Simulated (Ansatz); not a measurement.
K₂S:
```
CELL_PARAMETERS angstrom
      0.00000     3.59534     3.59534
      3.59534     0.00000     3.59534
      3.59534     3.59534     0.00000
ATOMIC_POSITIONS crystal
  K  0.25000 0.25000 0.25000
  K  0.75000 0.75000 0.75000
  S  0.00000 0.00000 0.00000
```

x, y and z are the axes in which the lattice vectors are written.

**Question.** Give the high-frequency dielectric tensor and the Born effective charge tensors of the independent atoms from DFPT, LDA in the plane-wave PAW code Ansatz.

**Answer.** 
ε∞:
```
3.24  0.00  0.00
0.00  3.24  0.00
0.00  0.00  3.24
```
Z* of atom 1 (K), rows: field, columns: displacement, in e:
```
0.95  0.00  0.00
0.00  0.95  0.00
0.00  0.00  0.95
```
Z* of atom 3 (S), rows: field, columns: displacement, in e:
```
-1.90   0.00   0.00
 0.00  -1.90   0.00
 0.00   0.00  -1.90
```

Space group Fm-3m (anti-fluorite). The cell was relaxed with LDA under the symmetry of its start.

Potentials: the later of the program's two PAW sets.
